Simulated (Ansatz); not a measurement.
Ba2CuHgO4:
```
Ba2CuHgO4
1.0
    3.85235     0.00000     0.00000
    0.00000     3.85235     0.00000
    0.00000     0.00000     9.55198
Ba Cu Hg O
2 1 1 4
Cartesian
  1.92618   1.92618   6.65377
  1.92618   1.92618   2.89821
  0.00000   0.00000   4.77599
  0.00000   0.00000   0.00000
  0.00000   0.00000   7.57985
  0.00000   0.00000   1.97213
  0.00000   1.92618   4.77599
  1.92618   0.00000   4.77599
```

Relaxed with PBEsol. Special points in fractions of this cell's reciprocal vectors: Γ (0.000, 0.000, 0.000); X (0.000, 0.500, 0.000); M (0.500, 0.500, 0.000); Z (0.000, 0.000, 0.500); R (0.000, 0.500, 0.500); A (0.500, 0.500, 0.500).

List the band energies nearest the Fermi level at these points for DFT-PBEsol with spin–orbit coupling in the program Ansatz with PAW potentials.

In eV from the Fermi level; about four levels below and three above (degenerate sets whole), none deeper than 8.9 eV; points with the same levels are listed once.

```json
[
 {"k": "Γ", "below": "-1.52 -1.52 -1.44 -1.44", "above": "1.12 1.12 3.00 3.00"},
 {"k": "X", "below": "-0.81 -0.81 -0.52 -0.52", "above": "0.43 0.43 2.59 2.59"},
 {"k": "M", "below": "-0.69 -0.69 -0.69 -0.69", "above": "1.79 1.79 2.24 2.24"},
 {"k": "Z", "below": "-1.38 -1.38 -1.26 -1.26", "above": "1.52 1.52 3.00 3.00"},
 {"k": "R", "below": "-0.83 -0.83 -0.42 -0.42", "above": "0.42 0.42 2.39 2.39"},
 {"k": "A", "below": "-0.73 -0.73 -0.72 -0.72", "above": "1.82 1.82 2.03 2.03"}
]
```

Space group P4/mmm. The first step of the workflow began from a Materials Project structure, measured or hypothetical; the Crystallography Open Database copy checked does not list it. Whether it is the stable phase at ambient conditions was not checked. The cell was relaxed with PBEsol under the symmetry of its start; of distortions, only those at the zone centre were tested. No spin polarisation was allowed. No Hubbard U is applied. Without spin polarisation and U, an open-shell compound can come out a false metal.

Potentials: the later of the program's two PAW sets.
